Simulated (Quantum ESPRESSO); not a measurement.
Mg2AlS3F, finding a planted mistake in a log

A calculation, not a measurement. The program is pw.x of Quantum ESPRESSO 7.5 (plane-wave density functional theory). The cell is made up: 7 atoms on a zincblende/diamond lattice with one site empty, with randomly drawn elements, strain and displacements, not relaxed. PseudoDojo standard norm-conserving files (v0.5 for PBE, v0.4.1 for LDA and PBEsol) set the functional; there is no spin polarisation, spin-orbit coupling or dispersion term, and the masses in the input are unused placeholders.

Intended input:

```
&control calculation='scf', pseudo_dir='./dojo.nc.sr.pbe.v0_5.standard.upf', outdir='./o', disk_io='medium', tprnfor=.true., tstress=.true. /
&system ibrav=0, nat=7, ntyp=4, nbnd=30, ecutwfc=84.00895049, nosym=.true., tot_charge=0,
 occupations='smearing', smearing='fd', degauss=0.0018374661
/
&electrons conv_thr=7.350e-09, electron_maxstep=60, /
ATOMIC_SPECIES
Al 1.0 Al.upf
F 1.0 F.upf
Mg 1.0 Mg.upf
S 1.0 S.upf
CELL_PARAMETERS angstrom
5.4915 -0.0278 -0.0143
-0.0278 5.4003 -0.0777
-0.0143 -0.0777 5.3942
ATOMIC_POSITIONS angstrom
Mg 0.0681 0.0488 0.1066
Mg 2.7764 0.0512 2.6769
Al 2.781 2.6506 -0.0399
S 1.4316 1.3436 1.3696
S 1.3274 3.993 4.0669
F 4.1622 1.3181 3.9961
S 4.021 4.0086 1.3313
K_POINTS automatic
4 4 4 1 1 1
```

The log is shortened where brackets say so; the opening notice, blank lines, dates and the lines on written files are dropped, and the path of the files is cut. It prints rydbergs, bohrs and kilobars, and counts compression as positive stress. Where no state is partly filled, the Fermi energy that it prints is only some level between the filled and the empty states on the mesh, and need not lie in the true gap.

Log of the intended run:

```
     Program PWSCF v.7.5
     Parallel version (MPI & OpenMP), running on       1 processor cores
     Number of MPI processes:                 1
     Threads/MPI process:                     1
     [start-up lines left out]
     bravais-lattice index     =            0
     lattice parameter (alat)  =      10.3776  a.u.
     unit-cell volume          =    1079.2648 (a.u.)^3
     number of atoms/cell      =            7
     number of atomic types    =            4
     number of electrons       =        48.00
     number of Kohn-Sham states=           30
     kinetic-energy cutoff     =      84.0090  Ry
     charge density cutoff     =     336.0358  Ry
     scf convergence threshold =      7.3E-09
     mixing beta               =       0.7000
     number of iterations used =            8  plain     mixing
     Exchange-correlation= PBE
                           (   1   4   3   4   0   0   0)
     [axes and pseudopotential details left out]
   Cartesian axes
     site n.     atom                  positions (alat units)
         1        Mg     tau(   1) = (   0.0124008   0.0088863   0.0194115  )
         2        Mg     tau(   2) = (   0.5055732   0.0093233   0.4874545  )
         3        Al     tau(   3) = (   0.5064108   0.4826654  -0.0072657  )
         4        S      tau(   4) = (   0.2606896   0.2446651   0.2493996  )
         5        S      tau(   5) = (   0.2417151   0.7271120   0.7405689  )
         6        F      tau(   6) = (   0.7579227   0.2400216   0.7276765  )
         7        S      tau(   7) = (   0.7322107   0.7299527   0.2424253  )
     number of k points=    32  Fermi-Dirac smearing, width (Ry)=  0.0018
                       cart. coord. in units 2pi/alat
        k(    1) = (   0.1259953   0.1296243   0.1294580), wk =   0.0625000
        k(    2) = (   0.1266768   0.1332906   0.3840262), wk =   0.0625000
     [further k points left out]
     Dense  grid:   112349 G-vectors     FFT dimensions: (  64,  60,  60)
     Estimated max dynamical RAM per process >     132.66 MB
     Initial potential from superposition of free atoms
     starting charge      47.9958, renormalised to      48.0000
     Starting wfcs are   30 randomized atomic wfcs
     total cpu time spent up to now is       10.9 secs
     per-process dynamical memory:    94.4 Mb
     Self-consistent Calculation
     iteration #  1     ecut=    84.01 Ry     beta= 0.70
     Davidson diagonalization with overlap
     ethr =  1.00E-02,  avg # of iterations =  5.2
     total cpu time spent up to now is       39.1 secs
     total energy              =    -357.83637120 Ry
     estimated scf accuracy    <       0.65594095 Ry
     iteration #  2     ecut=    84.01 Ry     beta= 0.70
     Davidson diagonalization with overlap
     ethr =  1.37E-03,  avg # of iterations =  2.0
     total cpu time spent up to now is       60.9 secs
     total energy              =    -357.97907312 Ry
     estimated scf accuracy    <       0.45092528 Ry
     [iterations 3 to 8 left out]
     iteration #  9     ecut=    84.01 Ry     beta= 0.70
     Davidson diagonalization with overlap
     ethr =  6.51E-10,  avg # of iterations =  2.0
     total cpu time spent up to now is      213.2 secs
     total energy              =    -358.08595672 Ry
     estimated scf accuracy    <       0.00000006 Ry
     iteration # 10     ecut=    84.01 Ry     beta= 0.70
     Davidson diagonalization with overlap
     ethr =  1.26E-10,  avg # of iterations =  2.0
     total cpu time spent up to now is      234.4 secs
     End of self-consistent calculation
     [lines on levels left out]
     the Fermi energy is     4.0617 ev
!    total energy              =    -358.08595673 Ry
     estimated scf accuracy    <          4.3E-09 Ry
     smearing contrib. (-TS)   =      -0.00000000 Ry
     internal energy E=F+TS    =    -358.08595673 Ry
     The total energy is F=E-TS. E is the sum of the following terms:
     one-electron contribution =    -263.38919044 Ry
     hartree contribution      =     137.90473715 Ry
     xc contribution           =     -63.83425131 Ry
     ewald contribution        =    -168.76725214 Ry
     convergence has been achieved in  10 iterations
     Forces acting on atoms (cartesian axes, Ry/au):
     atom    1 type  3   force =    -0.04088553   -0.01510120   -0.02468406
     atom    2 type  3   force =     0.01253899   -0.00832441    0.05580203
     atom    3 type  1   force =    -0.02340928    0.03283097    0.00093014
     atom    4 type  4   force =     0.02588204    0.08274314   -0.02426811
     atom    5 type  4   force =     0.05070459   -0.04449330   -0.01403108
     atom    6 type  2   force =    -0.05345493   -0.00630438    0.04487468
     atom    7 type  4   force =     0.02862413   -0.04135081   -0.03862360
     Total force =     0.171058     Total SCF correction =     0.000118
     Computing stress (Cartesian axis) and pressure
          total   stress  (Ry/bohr**3)                   (kbar)     P=      -18.14
  -0.00010858  -0.00004520   0.00005075          -15.97       -6.65        7.47
  -0.00004520  -0.00017097   0.00014967           -6.65      -25.15       22.02
   0.00005075   0.00014967  -0.00009046            7.47       22.02      -13.31
     init_run     :     10.43s CPU     10.72s WALL (       1 calls)
     electrons    :    211.19s CPU    223.55s WALL (       1 calls)
     forces       :      2.79s CPU      2.84s WALL (       1 calls)
     stress       :     10.34s CPU     10.42s WALL (       1 calls)
     [timing details left out]
     PWSCF        :   3m54.96s CPU   4m 7.92s WALL
     JOB DONE.
```

A second run was made from an input with one planted mistake. Its log:

```
     Program PWSCF v.7.5
     Parallel version (MPI & OpenMP), running on       1 processor cores
     Number of MPI processes:                 1
     Threads/MPI process:                     1
     [start-up lines left out]
     bravais-lattice index     =            0
     lattice parameter (alat)  =      10.3776  a.u.
     unit-cell volume          =    1079.2648 (a.u.)^3
     number of atoms/cell      =            7
     number of atomic types    =            4
     number of electrons       =        48.00
     number of Kohn-Sham states=           48
     kinetic-energy cutoff     =      84.0090  Ry
     charge density cutoff     =     336.0358  Ry
     scf convergence threshold =      7.3E-09
     mixing beta               =       0.7000
     number of iterations used =            8  plain     mixing
     Exchange-correlation= PBE
                           (   1   4   3   4   0   0   0)
     [axes and pseudopotential details left out]
   Cartesian axes
     site n.     atom                  positions (alat units)
         1        Mg     tau(   1) = (   0.0124008   0.0088863   0.0194115  )
         2        Mg     tau(   2) = (   0.5055732   0.0093233   0.4874545  )
         3        Al     tau(   3) = (   0.5064108   0.4826654  -0.0072657  )
         4        S      tau(   4) = (   0.2606896   0.2446651   0.2493996  )
         5        S      tau(   5) = (   0.2417151   0.7271120   0.7405689  )
         6        F      tau(   6) = (   0.7579227   0.2400216   0.7276765  )
         7        S      tau(   7) = (   0.7322107   0.7299527   0.2424253  )
     number of k points=    32  Fermi-Dirac smearing, width (Ry)=  0.0390
                       cart. coord. in units 2pi/alat
        k(    1) = (   0.1259953   0.1296243   0.1294580), wk =   0.0625000
        k(    2) = (   0.1266768   0.1332906   0.3840262), wk =   0.0625000
     [further k points left out]
     Dense  grid:   112349 G-vectors     FFT dimensions: (  64,  60,  60)
     Estimated max dynamical RAM per process >     152.22 MB
     Initial potential from superposition of free atoms
     starting charge      47.9958, renormalised to      48.0000
     Starting wfcs are   30 randomized atomic wfcs +   18 random wfcs
     total cpu time spent up to now is       12.2 secs
     per-process dynamical memory:    80.6 Mb
     Self-consistent Calculation
     iteration #  1     ecut=    84.01 Ry     beta= 0.70
     Davidson diagonalization with overlap
     ethr =  1.00E-02,  avg # of iterations =  7.7
     total cpu time spent up to now is       67.0 secs
     total energy              =    -357.88808470 Ry
     estimated scf accuracy    <       0.60558441 Ry
     iteration #  2     ecut=    84.01 Ry     beta= 0.70
     Davidson diagonalization with overlap
     ethr =  1.26E-03,  avg # of iterations =  2.4
     total cpu time spent up to now is      105.2 secs
     total energy              =    -358.00082310 Ry
     estimated scf accuracy    <       0.41381125 Ry
     [iterations 3 to 8 left out]
     iteration #  9     ecut=    84.01 Ry     beta= 0.70
     Davidson diagonalization with overlap
     ethr =  6.21E-10,  avg # of iterations =  2.2
     total cpu time spent up to now is      345.2 secs
     total energy              =    -358.10275690 Ry
     estimated scf accuracy    <       0.00000007 Ry
     iteration # 10     ecut=    84.01 Ry     beta= 0.70
     Davidson diagonalization with overlap
     ethr =  1.40E-10,  avg # of iterations =  2.0
     total cpu time spent up to now is      381.3 secs
     End of self-consistent calculation
     [lines on levels left out]
     the Fermi energy is     4.0653 ev
!    total energy              =    -358.10275691 Ry
     estimated scf accuracy    <          5.4E-09 Ry
     smearing contrib. (-TS)   =      -0.06017902 Ry
     internal energy E=F+TS    =    -358.04257789 Ry
     The total energy is F=E-TS. E is the sum of the following terms:
     one-electron contribution =    -263.33689559 Ry
     hartree contribution      =     137.87707345 Ry
     xc contribution           =     -63.81550362 Ry
     ewald contribution        =    -168.76725214 Ry
     convergence has been achieved in  10 iterations
     Forces acting on atoms (cartesian axes, Ry/au):
     atom    1 type  3   force =    -0.04523723   -0.00963393   -0.02672538
     atom    2 type  3   force =     0.01567326   -0.00263275    0.05887857
     atom    3 type  1   force =    -0.01704163    0.02196379   -0.00483257
     atom    4 type  4   force =     0.02014926    0.07867868   -0.01859430
     atom    5 type  4   force =     0.04585947   -0.03971828   -0.01306685
     atom    6 type  2   force =    -0.04671923   -0.01154136    0.03878305
     atom    7 type  4   force =     0.02731611   -0.03711615   -0.03444252
     Total force =     0.159036     Total SCF correction =     0.000122
     Computing stress (Cartesian axis) and pressure
          total   stress  (Ry/bohr**3)                   (kbar)     P=      -11.24
  -0.00006208  -0.00004775   0.00002440           -9.13       -7.02        3.59
  -0.00004775  -0.00011266   0.00013896           -7.02      -16.57       20.44
   0.00002440   0.00013896  -0.00005440            3.59       20.44       -8.00
     init_run     :     10.61s CPU     12.16s WALL (       1 calls)
     electrons    :    358.79s CPU    369.13s WALL (       1 calls)
     forces       :      3.77s CPU      3.83s WALL (       1 calls)
     stress       :     14.75s CPU     14.84s WALL (       1 calls)
     [timing details left out]
     PWSCF        :   6m28.16s CPU   6m40.55s WALL
     JOB DONE.
```

Question: what was wrong in the second input?

Answer: the smearing is too wide. The input lines that differ, file-writing options aside:

```
- &system ibrav=0, nat=7, ntyp=4, nbnd=30, ecutwfc=84.00895049, nosym=.true., tot_charge=0,
+ &system ibrav=0, nat=7, ntyp=4, nbnd=48, ecutwfc=84.00895049, nosym=.true., tot_charge=0,
-  occupations='smearing', smearing='fd', degauss=0.0018374661
+  occupations='smearing', smearing='fd', degauss=0.0389542815
```

|  | intended run | run with the mistake |
| --- | --- | --- |
| free energy (eV) | -4872.008 | -4872.236 |
| smearing term -TS (eV) | 0.0000 | -0.8188 |
| pressure (GPa) | -1.81 | -1.12 |
| largest force component (eV/Å) | 2.127 | 2.023 |
| largest change of a force component (eV/Å) |  | 0.279 |
| iterations | 10 | 10 |

For scale, a rerun of the intended cell at 1437 eV and a 6 x 6 x 6 mesh moved values by no more than 0.002 eV in energy, 0.02 GPa in stress and 0.003 eV/Å in force. The number of bands, nbnd, was set by rule from the electron count and the smearing, so it follows the mistake.